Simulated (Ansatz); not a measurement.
Task: Each is relaxed and computed with plane-wave PAW r²SCAN (Ansatz code). Which is the only one with a gap?
(A) GaPd3C, anti-perovskite
(B) GaAs, P4/mmm (Ga on 1b, As on 1a)
(C) Ga2O3, C2/m (Pearson symbol mS20)
(D) GaP, CsCl type

Result: C, Ga2O3, C2/m (Pearson symbol mS20). Ga2O3: gap 3.03 eV (indirect); GaAs: metal; GaP: metal; GaPd3C: metal. Constructed cells (a structure type filled with these elements, in neither database checked): GaP, CsCl type. Typed or built starts, not in the databases checked: GaPd3C, anti-perovskite. Not the usual ambient phase: GaAs, P4/mmm (Ga on 1b, As on 1a); GaP, CsCl type. Unstable at this level: GaP, CsCl type. All cells were relaxed under the symmetry of their starts (and spin orders); stability against distortions was not tested throughout. Named crystals with no word on spin ran without spin polarisation. Scalar-relativistic: spin–orbit coupling is off unless named, which matters more the heavier the elements.

Potentials: the earlier of the program's two PAW sets. The files were generated under PBE; for other functionals the program regenerates the frozen cores, and for LDA and PBEsol the local potential too.
